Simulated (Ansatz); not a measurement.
Crystals of one structure type (cubic perovskite) and one family of elements, relaxed and computed with the program Ansatz at the r²SCAN level (PAW).

| crystal | V (Å³/atom) | gap (eV) |
|---|---|---|
| KMgF3 | 12.62 | 8.30 |
| KCaF3 | 17.22 | ? |
| CsCaF3 | 18.44 | 8.05 |
| CsCaBr3 | 37.20 | 5.20 |

Question: Fit a straight line to E_g against V and predict the withheld value.

Answer: Least squares on the 3 shown rows: E_g = -0.132 × V + (10.187), with a scatter of 0.22. For KCaF3 this gives 7.91. The run itself gave 7.14, outside the scatter: the line misses something about this case.

Standing as an ambient phase not checked: KCaF3, cubic perovskite; CsCaF3, cubic perovskite; CsCaBr3, cubic perovskite. All cells were relaxed under the symmetry of their starts (and spin orders); stability against distortions was not tested throughout. Spin–orbit coupling is left out wherever it is not named.

Potentials: the later of the program's two PAW sets.
